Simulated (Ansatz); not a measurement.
# Sc₂Si₂Se: rattling a relaxed structure

It was reached by relaxing an invented guess, and it needn't be the stable form of this composition.

The calculation used Ansatz, DFT PBE, scalar-relativistic, plane waves, PAW. Settings: cutoff 420 eV, Γ-centred mesh 12×12×6 on the computed 5-atom cell, Gaussian smearing of 0.10 eV; no spin polarisation.

The cell below (5 atoms, space group P-3m1 (No. 164)) is relaxed within its symmetry.

```
Sc Si Se
1.0
     3.74050    0.00000    0.00000
    -1.87025    3.23936    0.00000
     0.00000    0.00000    7.91074
Sc Si Se
2 2 1
Direct
  0.66667 0.33333 0.79379
  0.33333 0.66667 0.20621
  0.66667 0.33333 0.43357
  0.33333 0.66667 0.56643
  0.00000 0.00000 0.00000
```

For the test a repeat of it with 10 atoms (edges 3.74, 3.74, 15.82 Å) was strained at random (σ = 1.5 % a component), the atoms were moved at random (σ = 0.10 Å), and all was relaxed again on a coarse 6×6×2 mesh (in the run’s order of axes) with 0.20 eV smearing, with no symmetry imposed.

Q: Does it come back?

A: It returns, within 1 meV/atom of the unmoved cell on that mesh and with the same symmetry when read at 0.1 Å. No instability shows in this cell; modes of other wave vectors, which need another repeat, aren't tested.
